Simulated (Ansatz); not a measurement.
CaTiO₃:
```yaml
crystal:
  lattice:
    - [3.84083, 0.00000, 0.00000]
    - [0.00000, 3.84083, 0.00000]
    - [0.00000, 0.00000, 3.84083]
  atoms:
    - { symbol: Ca, position: [0.50000, 0.50000, 0.50000] }
    - { symbol: Ti, position: [0.00000, 0.00000, 0.00000] }
    - { symbol: O, position: [0.00000, 0.00000, 0.50000] }
    - { symbol: O, position: [0.00000, 0.50000, 0.00000] }
    - { symbol: O, position: [0.50000, 0.00000, 0.00000] }
```

Cartesian axes are those of the cell as given.

**Question.** Give the high-frequency dielectric tensor and the Born effective charge tensors of the independent atoms from DFPT, the program Ansatz at the PBEsol level (PAW).

**Answer.** 
ε∞:
```
6.28  0.00  0.00
0.00  6.28  0.00
0.00  0.00  6.28
```
Z* of atom 1 (Ca), rows: field, columns: displacement, in e:
```
2.58  0.00  0.00
0.00  2.58  0.00
0.00  0.00  2.58
```
Z* of atom 2 (Ti), rows: field, columns: displacement, in e:
```
7.25  0.00  0.00
0.00  7.25  0.00
0.00  0.00  7.25
```
Z* of atom 3 (O), rows: field, columns: displacement, in e:
```
-2.02   0.00   0.00
 0.00  -2.02   0.00
 0.00   0.00  -5.79
```

Static charges for comparison (Bader): Ca1 +1.60, Ti2 +2.23, O3 -1.28 e. Born charges measure polarisation by displacement and can exceed these by far.

Space group Pm-3m (cubic perovskite). The workflow started from an entry of the Crystallography Open Database (COD), which files this formula under 5 space groups. Whether it is the stable phase at ambient conditions was not checked. The cell was relaxed with PBEsol under the symmetry of its start; its stability against distortions is not shown here. The run is not spin-polarised.

Potentials: the later of the program's two PAW sets.
